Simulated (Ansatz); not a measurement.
A relaxed cell of FePt3 is given with its symmetry left out. The cell was found from a structure generator's guess, not taken from experiment.

Computed with DFT PBE, scalar-relativistic, plane waves, PAW in Ansatz 0.2.0. Cutoff 420 eV, Γ-centred mesh, Gaussian smearing, collinear spin.

```
Fe Pt
1.0
     2.74917    0.00000    0.00000
    -1.37458    2.38085    0.00000
     0.00000    0.00000    9.14062
Fe Pt
1 3
Direct
  0.66667 0.33333 0.50000
  0.66667 0.33333 0.00000
  0.33333 0.66667 0.73108
  0.33333 0.66667 0.26892
```

Energies over the elements count from the elements' standard structures at the same level, with no fitted energy shifts.

(1) What space group does it have?

(2) How far does it lie from the elements in energy?

(3) Is it a metal?

(4) Which magnetic moments does it keep?

## Answers

(1) P-6m2 (No. 187), with Fe and Pt ordered on hcp sites. Conventional cell: a = 2.749 Å, c = 9.141 Å. Fe is surrounded by 6 Pt at 2.64 Å and 6 Fe at 2.75 Å; around Pt on a site of symmetry -6m2 lie 6 Pt at 2.75 Å and 6 Pt at 2.93 Å; around Pt on a site of symmetry 3m lie 3 Fe at 2.64 Å, 6 Pt at 2.75 Å and 3 Pt at 2.93 Å.

(2) −0.11 eV/atom. Whether it is stable depends on the other phases of the system, which aren't compared here.

(3) Yes, bands cross the Fermi level on the 18×18×6 mesh.

(4) 0.92 μB per atom net, the space between the atoms included; by site: Fe 3.0; Pt 0.1, 0.3 (×2) μB.

The last run used collinear spin, an 18×18×6 mesh (in the run's order of axes) for its 4-atom cell and Gaussian smearing of 0.10 eV. These runs have no spin–orbit coupling, which can matter for Pt. Another magnetic order may lie lower. A later test with randomly moved atoms came back to the same energy, though modes that don't fit the test's cell weren't probed.
